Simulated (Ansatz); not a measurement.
**BiTe: what a change does to the field gradients**

Base: an entry of the Crystallography Open Database (COD), whose atoms a relaxation with PBE at fixed cell left in place.

```yaml
crystal:
  lattice:
    - [0.00000, 3.23500, 3.23500]
    - [3.23500, 0.00000, 3.23500]
    - [3.23500, 3.23500, 0.00000]
  atoms:
    - { symbol: Bi, position: [0.00000, 0.00000, 0.00000] }
    - { symbol: Te, position: [0.50000, 0.50000, 0.50000] }
```

Atom numbers follow the list; atoms alike are taken as one site, whose name carries the number of the first.

Computed with Ansatz: DFT, PBE, plane waves and PAW, scalar-relativistic, 420 eV cutoff, Γ-centred 13×13×13 k-points, Fermi–Dirac smearing 0.05 eV.

**Question.** Variant: z stretched by 2 %, ions relaxed. What happens to the gradients (10²¹ V/m²)?

**Answer.** 

```
site  atoms  V_zz base  η base  V_zz variant  η variant
  Bi      1       0.00       –         -4.53       0.00
  Te      2       0.00       –         -0.88       0.00
```

The largest change of V_zz is on Bi, from 0.00 to -4.53.

For the variant: With no gap above 0.1 eV, as in a metal, the gradients converge slowly in k; expect changes of a tenth or more on a denser mesh. Spin–orbit coupling is left out, which shifts gradients on Bi by a few per cent in wide-gap crystals, and can shift them far more where the calculated gap is small or absent, as here.
